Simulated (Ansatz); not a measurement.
**MoP2: computed property card**

MoP₂:
```cif
data_Mo4P8
_chemical_formula_sum 'Mo4 P8'
_space_group_name_H-M_alt 'Cmc21'
_space_group_IT_number 36
_space_group_name_Hall 'C 2c -2'
_cell_length_a 3.10933
_cell_length_b 11.08623
_cell_length_c 4.93191
_cell_angle_alpha 90.000
_cell_angle_beta 90.000
_cell_angle_gamma 90.000
loop_
_space_group_symop_operation_xyz
  'x, y, z'
  '-x, -y, z+1/2'
  '-x, y, z'
  'x, -y, z+1/2'
  'x+1/2, y+1/2, z'
  '-x+1/2, -y+1/2, z+1/2'
  '-x+1/2, y+1/2, z'
  'x+1/2, -y+1/2, z+1/2'
loop_
_atom_site_label
_atom_site_type_symbol
_atom_site_symmetry_multiplicity
_atom_site_Wyckoff_symbol
_atom_site_fract_x
_atom_site_fract_y
_atom_site_fract_z
_atom_site_occupancy
Mo1 Mo 4 a 0.00000 0.09326 0.49796 1
P1 P 4 a 0.00000 0.43015 0.37969 1
P2 P 4 a 0.00000 0.70305 0.19736 1
```
(The calculation used a cell of 6 atoms; values per cell refer to that cell.)

Space group Cmc2_1 (No. 36); conventional cell a = 3.109 Å, b = 11.086 Å, c = 4.932 Å, α = β = γ = 90.00°.

Method: LDA in the plane-wave PAW code Ansatz. Structure relaxed to zero pressure with the same functional. Other levels are named where they apply.

**Cell and energy**

```yaml
volume_per_atom: 14.17 Å³
density: 6.17 g/cm³
Formation energy from the elements (no fitted shifts): -0.65 eV/atom
```

**Electronic structure**

```yaml
electronic_character: metallic (no gap)
Density of states at the Fermi level: 0.17 states/eV per atom (mean over ±0.08 eV)
```

**Mechanics**

```yaml
Bulk modulus (Birch–Murnaghan fit): 195 GPa
Pressure derivative B′: 4.0
```

**Phonons**

```yaml
highest_zone_centre_frequency: 534 cm⁻¹
zone_centre_stability: no imaginary mode at Γ
```

The first step of the workflow began from a Materials Project structure, measured or hypothetical; the Crystallography Open Database copy checked does not list it. Its standing as an ambient phase is unchecked. Symmetry was held in the LDA relaxation. The run is not spin-polarised. As this level gives no gap, phonon frequencies hold no LO–TO term and depend on the k-mesh and smearing (Fermi–Dirac, 0.1 eV here). The references are the lowest solids computed at this level, not always the standard phases. Spin–orbit coupling is left out wherever it is not named.

Potentials: the earlier of the program's two PAW sets.
